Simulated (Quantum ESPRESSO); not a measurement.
## Kohn-Sham bands of GaP (zinc blende)

```yaml
crystal:
  lattice:
    - [0.00000, 2.72581, 2.72581]
    - [2.72581, 0.00000, 2.72581]
    - [2.72581, 2.72581, 0.00000]
  atoms:
    - { symbol: Ga, position: [0.00000, 0.00000, 0.00000] }
    - { symbol: P, position: [0.75000, 0.75000, 0.75000] }
```

Materials Project entry mp-2490; symmetrised, unrelaxed at this level. COD (Crystallography Open Database) has an entry of this formula and space group (matched by these alone). Computed values, not measurements, from LDA: Quantum ESPRESSO (norm-conserving PseudoDojo potentials, cutoff 64 Ry, no spin polarisation, no spin-orbit coupling) on a Γ-centred 10×10×10 mesh, then Wannier90. Density: 10×10×10 mesh, cold smearing 0.01 Ry.

Energies are relative to the valence-band maximum; weights are on the orthonormalised atomic waves of the pseudopotential files, averaged over the group. 18 electrons a cell are treated as valence.

| bands | from (eV) | to (eV) | filling | weight on atomic waves |
|---|---|---|---|---|
| 1–5 | -14.82 | -14.58 | filled | [?] |
| 6 | -12.51 | -9.42 | filled | [?] |
| 7–9 | -6.85 | 0.00 | filled | [?] |

Task: Which atomic shells make up each group?

Result: 
- 1–5, weight on atomic waves: Ga 3d 99 %
- 6, weight on atomic waves: P 3s 53 %, Ga 4p 25 %, Ga 4s 15 %
- 7–9, weight on atomic waves: P 3p 60 %, Ga 4p 23 %, Ga 4s 12 %

The Kohn-Sham gap over both meshes and the path is 1.45 eV.
